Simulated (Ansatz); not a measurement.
Sensitivity of the gradients in C to the input

Cell: an entry of the Crystallography Open Database (COD; perhaps a calculated or model structure).

Space group P6_3/mmc (No. 194); a = 2.5221, c = 12.3557 Å, γ = 120.00°.

| site | Wyckoff | site symmetry | x | y | z |
| --- | --- | --- | --- | --- | --- |
| C1 | 4e | 3m. | 0.0000 | 0.0000 | 0.1875 |
| C5 | 4f | 3m. | 0.3333 | 0.6667 | 0.5208 |
| C9 | 4f | 3m. | 0.3333 | 0.6667 | 0.6458 |

One atom of each set is listed.

Reference run. Computed with Ansatz: DFT, PBE, plane waves and PAW, scalar-relativistic, 420 eV cutoff, Γ-centred 14×14×3 k-points, Fermi–Dirac smearing 0.05 eV.

Problem. The input is changed as follows: `scf.occupations.width`: 0.05 → not typed; `scf.occupations.method`: fermi_dirac → tetrahedron_uncorrected; `hamiltonian.pseudopotentials`: {kind: paw} → {kind: paw, source: jth}. What happens to V_zz (10²¹ V/m²) and η?

Solution. 

| site | V_zz reference | η reference | V_zz changed | η changed |
| --- | --- | --- | --- | --- |
| C1 | 0.099 | 0.00 | 0.11 | 0.00 |
| C9 | -0.025 | 0.00 | -0.022 | 0.00 |

No V_zz moves by more than 0.01. Sites with |V_zz| of 0.02 or less aren't listed. The gap of 4.4 eV is far wider than the smearing, so the levels stay full or empty whatever the smearing's form; with a small gap this would fail. The cutoff that the program takes moves with it, from 420 to 780 eV. The changed run reads another set of PAW files. SCF iterations: 6 and 9. New warnings: band table not solved further, radial quadrature taken.

On the reference run: At this cell the principal stresses reach 8 GPa in size with PBE, which can matter for small gradients. The largest force is 0.3 eV/Å, so the atoms aren't at the calculated equilibrium and relaxing them would move these values.
